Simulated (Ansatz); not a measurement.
CaZnC₂O₆:
```xyz
10
Lattice="2.4059 1.3891 5.3387 -2.4059 1.3891 5.3387 0.0000 -2.7782 5.3387" Properties=species:S:1:pos:R:3 pbc="T T T"
Ca     0.0000     0.0000     0.0000
Zn     0.0000     0.0000     8.0080
C      0.0000     0.0000    12.1347
C      0.0000     0.0000     3.8812
O      1.6654    -0.3381     6.7737
O     -1.6654     0.3381     9.2423
O     -1.1255    -1.2732     6.7737
O      1.1255     1.2732     9.2423
O     -0.5399     1.6113     6.7737
O      0.5399    -1.6113     9.2423
```

Relaxed with r²SCAN. Independent-particle spectrum: no excitons, no local fields, no scissors shift; 0.1 eV broadening; ε₁ of the summed bands alone.

Problem. Tabulate the dielectric function from r²SCAN in the plane-wave PAW code Ansatz.

Solution. 

```tsv
E (eV)	ε₁ xx	ε₂ xx	ε₁ zz	ε₂ zz
0.0	3.11	0.00	2.35	0.00
0.3	3.11	0.00	2.35	0.00
0.6	3.12	0.00	2.35	0.00
0.9	3.13	0.00	2.35	0.00
1.2	3.15	0.00	2.36	0.00
1.5	3.16	0.00	2.37	0.00
1.8	3.19	0.00	2.38	0.00
2.1	3.22	0.00	2.39	0.00
2.4	3.25	0.00	2.40	0.00
2.7	3.30	0.00	2.42	0.00
3.0	3.35	0.00	2.44	0.00
3.3	3.41	0.00	2.46	0.00
3.6	3.48	0.00	2.49	0.00
3.9	3.56	0.00	2.52	0.00
4.2	3.67	0.00	2.55	0.00
4.5	3.80	0.00	2.59	0.00
4.8	3.96	0.00	2.64	0.00
5.1	4.17	0.00	2.71	0.00
5.4	4.48	0.00	2.80	0.00
5.7	5.04	0.08	3.04	0.14
6.0	5.76	0.48	2.77	0.21
6.3	6.55	2.27	3.07	0.20
6.6	5.72	2.38	3.01	0.25
6.9	5.12	3.25	3.02	0.31
7.2	4.88	3.87	3.16	0.34
7.5	3.63	5.20	3.23	0.52
7.8	3.30	4.82	3.30	0.49
8.1	1.36	4.68	3.58	0.59
8.4	0.46	3.36	3.88	0.98
8.7	1.32	1.88	3.86	1.39
9.0	1.95	2.46	3.54	2.18
9.3	1.83	2.51	2.64	2.39
9.6	1.46	3.06	2.47	1.64
9.9	1.00	2.29	2.62	1.66
10.2	1.29	2.35	2.73	1.88
10.5	0.98	2.29	2.29	1.97
10.8	0.71	1.61	2.11	1.60
11.1	1.14	1.24	2.38	1.50
11.4	1.71	1.22	2.74	1.50
11.7	1.96	1.58	2.76	2.16
12.0	1.74	2.04	2.38	2.60
```

Problem. From ε at 7.2 eV (xx: 4.88 + 3.87i), find n, k, the normal reflectivity and the absorption coefficient.

Solution. n = 2.36, k = 0.821, R = 21 %, α = 2kE/ħc = 600000 cm⁻¹.

With all bands, ε∞ without local fields is 3.29 (xx = yy), 2.58 (zz).

Space group R-3. The workflow started from a Materials Project entry (that database holds measured and hypothetical structures alike); the Crystallography Open Database copy checked does not list it. Whether it is the stable phase at ambient conditions was not checked. The r²SCAN relaxation kept the symmetry of its start; its stability against distortions is not shown here.

Potentials: the later of the program's two PAW sets.
